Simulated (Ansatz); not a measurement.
TaAs2:
```
TaAs2
1.0
    1.70640    -5.94114     0.00000
    1.70640     5.94114     0.00000
    0.00000     0.00000     5.28482
Ta As
2 4
Direct
  0.90974   0.09026   0.49647
  0.09026   0.90974   0.99647
  0.56976   0.43024   0.36800
  0.43024   0.56976   0.86800
  0.29319   0.70681   0.21053
  0.70681   0.29319   0.71053
```

Relaxed with PBEsol. Special points in fractions of this cell's reciprocal vectors: Γ (0.000, 0.000, 0.000); Y (-0.500, 0.500, 0.000); C0 (-0.271, 0.729, 0.000); Σ0 (0.271, 0.271, 0.000); Z (0.000, 0.000, 0.500); A0 (0.271, 0.271, 0.500); E0 (-0.271, 0.729, 0.500); T (-0.500, 0.500, 0.500); S (0.000, 0.500, 0.000); R (0.000, 0.500, 0.500).

**Question.** List the band energies nearest the Fermi level at these points for PBEsol in the plane-wave PAW code Ansatz.

**Answer.** In eV from the Fermi level; about four levels below and three above (degenerate sets whole), none deeper than 8.9 eV; points with the same levels are listed once.

```tsv
k	below	above
Γ	-1.54 -1.23 -0.49 -0.04	0.06 1.00 1.91
Y	-1.71 -1.03 -0.66 -0.20	0.48 0.63 0.94
C0	-2.66 -2.51 -1.79 -1.01	1.14 1.64 2.52
Z	-1.95 -1.95 -0.05 -0.05	0.58 0.58 1.44 1.44
A0	-2.17 -2.17 -0.30 -0.30	2.17 2.17 3.10 3.10
T	-0.90 -0.90 -0.39 -0.39	1.63 1.63 3.00 3.00
S	-2.99 -2.26 -2.19 -0.73	1.28 1.43 2.81
R	-2.33 -2.33 -0.04 -0.04	1.73 1.73 3.06 3.06
```

Space group Cmc2_1. The start of the workflow was typed in or built on a structure type; neither database checked (COD, Materials Project) lists it. Its standing as an ambient phase is unchecked. Symmetry was held in the PBEsol relaxation; whether a distortion lowers the energy is not shown. No spin polarisation was allowed. The volume moved by -20 % from the start of the relaxation. Spin–orbit coupling is left out wherever it is not named.

Potentials: the earlier of the program's two PAW sets. The files were generated under PBE; for other functionals the program regenerates the frozen cores, and for LDA and PBEsol the local potential too.
